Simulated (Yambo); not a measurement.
Yambo run on WS₂ (space group P6_3/mmc, No. 194). The wavefunctions come from this Quantum ESPRESSO step (PBEsol, PseudoDojo standard norm-conserving files, scalar-relativistic):

```
&CONTROL
  calculation = 'nscf'
  pseudo_dir = './pseudo'
  outdir = './out'
/
&SYSTEM
  ibrav = 0
  nat = 6
  ntyp = 2
  ecutwfc = 74.0
  ecutrho = 296.0
  occupations = 'fixed'
  force_symmorphic = .true.
  nbnd = 266
/
&ELECTRONS
  conv_thr = 6.000000000000001e-09
  diago_full_acc = .true.
  diago_thr_init = 1e-08
/
ATOMIC_SPECIES
S 32.0600 S.upf
W 183.8400 W.upf
CELL_PARAMETERS angstrom
  3.153822358911   0.000000000000   0.000000000000
 -1.576911179455   2.731290281840   0.000000000000
  0.000000000000   0.000000000000  12.138347563000
ATOMIC_POSITIONS crystal
S   0.333333333000   0.666666667000   0.620237376600
S   0.666666666333   0.333333333667   0.379762623400
S   0.666666666333   0.333333333667   0.120237376600
S   0.333333333000   0.666666667000   0.879762623400
W   0.333333333000   0.666666667000   0.250000000000
W   0.666666666333   0.333333333667   0.750000000000
K_POINTS automatic
6 6 1 0 0 0
```

Yambo input:

```
rim_cut
gw0
dyson
el_el_corr
HF_and_locXC
ppa
em1d
RandQpts= 1000000
RandGvec= 1 Ry
EXXRLvcs= 74 Ry
VXCRLvcs= 296 Ry
Chimod= "HARTREE"
% BndsRnXp
 3 | 265 |
%
NGsBlkXp= 10 Ry
% LongDrXp
 1.0 | 1.0 | 1.0 |
%
PPAPntXp= 27.2114 eV
% GbndRnge
 1 | 265 |
%
GTermKind= "BG"
DysSolver= "n"
ExtendOut
% QPkrange
 1 | 1 | 26 | 27 |
 4 | 4 | 26 | 27 |
 5 | 5 | 26 | 27 |
 7 | 7 | 26 | 27 |
%
```

k points by index: 1 = Γ, 4 = M, 5 = (0.167, 0.167, 0), 7 = K.

Table of the .qp output:

```
#    K-point    Band    Eo [eV]    E [eV]    E-Eo [eV]    Vxc [eV]    Vnlxc [eV]    Sc|Eo [eV]    Sc|E [eV]    dSc/dw|Eo [eV]    Re(Z)    Im(Z)
#
    1    26    0.000000    -0.134947    -0.134947    -15.55762    -15.94115    0.212537    0.248585    -7.267140    0.789225    -0.001245
    1    27    2.242098    2.534908    0.292810    -15.15937    -10.61204    -4.177326    -4.254525    -7.173480    0.791377    -0.452890E-3
    4    26    -1.578271    -1.860276    -0.282006    -14.18985    -15.69688    1.152827    1.225016    -6.963671    0.796232    -0.001499
    4    27    2.257313    2.853886    0.596573    -17.55812    -12.12621    -4.668135    -4.835337    -7.632361    0.780890    0.007092
    5    26    -1.561689    -1.687632    -0.125943    -15.26854    -16.43276    1.004280    1.038277    -7.341156    0.787533    -0.001617
    5    27    0.845679    1.102790    0.257112    -14.23573    -10.20305    -3.710300    -3.775571    -6.905889    0.797582    -0.001217
    7    26    -0.575520    -0.667976    -0.092456    -15.42754    -15.82441    0.280066    0.304407    -7.161464    0.791651    -0.001259
    7    27    1.241375    1.705201    0.463826    -16.36349    -11.98492    -3.793432    -3.914744    -7.115735    0.792706    -0.001305
```
(The two width columns are left out.) Convergence of these settings isn't established.

Spin-orbit coupling is not included.

Geometry relaxed with PBE+D3(BJ).
